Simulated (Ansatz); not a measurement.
NiSb:
Space group P6₃/mmc (No. 194); a = b = 3.930 Å, c = 5.124 Å, α = β = 90.00°, γ = 120.00°

```
atom  site  symmetry       x       y       z
----  ----  --------  ------  ------  ------
Ni      2a      -3m.  0.0000  0.0000  0.0000
Sb      2c      -6m2  0.3333  0.6667  0.2500
```

Relaxed with r²SCAN.

Which orbitals make up the states near the Fermi level in r²SCAN (plane waves, PAW; program Ansatz)?

Within 0.5 eV of the Fermi level: Ni 3d 52 %, Sb 5p 35 %, Sb 5s 8 %. Projections are on Löwdin-orthogonalised atomic valence shells; empty p or d shells of many metals are not among them.

Tabulate the density of states.

States/eV per cell of 4 atoms, in 0.25 eV bins, energy from the Fermi level.

```csv
E (eV),total,Ni 3d,Sb 5p,Ni 4s
-7.85,0.00,0.00,0.00,0.00
-7.60,0.00,0.00,0.00,0.00
-7.35,0.00,0.00,0.00,0.00
-7.10,0.01,0.00,0.01,0.00
-6.85,0.37,0.02,0.25,0.08
-6.60,1.24,0.10,0.81,0.24
-6.35,1.62,0.17,1.03,0.28
-6.10,1.67,0.19,1.11,0.22
-5.85,1.73,0.24,1.16,0.18
-5.60,1.82,0.31,1.18,0.17
-5.35,1.32,0.27,0.81,0.11
-5.10,1.44,0.34,0.84,0.12
-4.85,1.89,0.51,1.06,0.16
-4.60,1.78,0.56,0.96,0.13
-4.35,1.91,0.70,0.98,0.11
-4.10,3.16,1.50,1.44,0.12
-3.85,4.15,2.25,1.65,0.14
-3.60,4.77,2.74,1.71,0.17
-3.35,3.22,1.93,1.12,0.06
-3.10,7.25,5.08,1.89,0.07
-2.85,9.31,6.84,2.04,0.12
-2.60,4.60,3.59,0.81,0.04
-2.35,5.65,5.33,0.16,0.04
-2.10,14.02,13.32,0.28,0.14
-1.85,6.07,5.58,0.28,0.07
-1.60,7.58,6.96,0.38,0.09
-1.35,5.49,4.85,0.43,0.06
-1.10,3.16,2.37,0.58,0.05
-0.85,2.43,1.64,0.60,0.04
-0.60,2.18,1.36,0.63,0.03
-0.35,2.38,1.45,0.72,0.03
-0.10,1.91,1.03,0.65,0.03
0.15,1.81,0.83,0.69,0.03
0.40,2.15,0.91,0.87,0.05
0.65,1.62,0.61,0.74,0.04
0.90,1.19,0.41,0.58,0.03
1.15,1.65,0.53,0.81,0.09
1.40,1.96,0.57,1.03,0.11
1.65,1.70,0.44,0.96,0.08
1.90,1.55,0.37,0.91,0.06
2.15,1.38,0.31,0.84,0.06
2.40,1.41,0.29,0.88,0.07
2.65,1.63,0.32,1.04,0.09
2.90,1.49,0.27,0.99,0.08
3.15,1.36,0.22,0.90,0.10
3.40,1.39,0.21,0.93,0.12
3.65,1.10,0.15,0.73,0.12
3.90,0.89,0.10,0.47,0.17
4.15,1.00,0.09,0.36,0.30
4.40,1.10,0.07,0.25,0.40
4.65,1.33,0.07,0.29,0.46
```

Space group P6_3/mmc (NiAs type). Symmetry was held in the r²SCAN relaxation; of distortions, only those at the zone centre were tested. The workflow began spin-polarised and lost its moments. Scalar-relativistic: spin–orbit coupling is off unless named, which matters more the heavier the elements.

Potentials: the later of the program's two PAW sets.
